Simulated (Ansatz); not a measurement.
Equation of state of CdPd from a dense series

```yaml
crystal:
  lattice:
    - [3.02760, 0.00000, 0.00000]
    - [0.00000, 3.02760, 0.00000]
    - [0.00000, 0.00000, 3.63100]
  atoms:
    - { symbol: Cd, position: [0.00000, 0.00000, 0.00000] }
    - { symbol: Pd, position: [0.50000, 0.50000, 0.50000] }
```

Atoms are numbered in the order listed.

The cell is COD entry 1524979, as deposited and not checked against the literature; nothing was relaxed.

Spin polarisation is left out, and whether a magnetic state lies lower isn't shown here.

These are results of DFT, PBEsol, all-electron LAPW, scalar-relativistic (Ansatz 0.2.0), not measurements.

Settings: a Γ-centred 11×11×9 k mesh, Fermi–Dirac smearing of 0.05 eV, basis error target 0.5 meV/atom, no spin polarisation.

The cell is scaled evenly. Fractional coordinates are held (clamped ions).

```json
{"V (Å³/atom)": "15.976", "P (GPa)": "4.56"}
{"V (Å³/atom)": "16.309", "P (GPa)": "1.38"}
{"V (Å³/atom)": "16.475", "P (GPa)": "-0.06"}
{"V (Å³/atom)": "16.642", "P (GPa)": "-1.41"}
{"V (Å³/atom)": "16.808", "P (GPa)": "-2.67"}
{"V (Å³/atom)": "16.974", "P (GPa)": "-3.86"}
{"V (Å³/atom)": "17.307", "P (GPa)": "-6.00"}
{"V (Å³/atom)": "17.640", "P (GPa)": "-7.89"}
```

Problem. Fit a third-order Birch–Murnaghan curve to the pressures.

Solution. P = (3B0/2)(y^(7/2) − y^(5/2))[1 + (3/4)(B0′ − 4)(y − 1)] with y = (V0/V)^(2/3) fits within 0.01 GPa for V0 = 16.468 Å³/atom, B0 = 138.3 GPa and B0′ = 5.44.

Problem. Predict the pressure at the withheld volume, 15.643 Å³/atom.

Solution. There y = 1.0349, so the fit gives 8.18 GPa; the run gave 8.17 GPa.
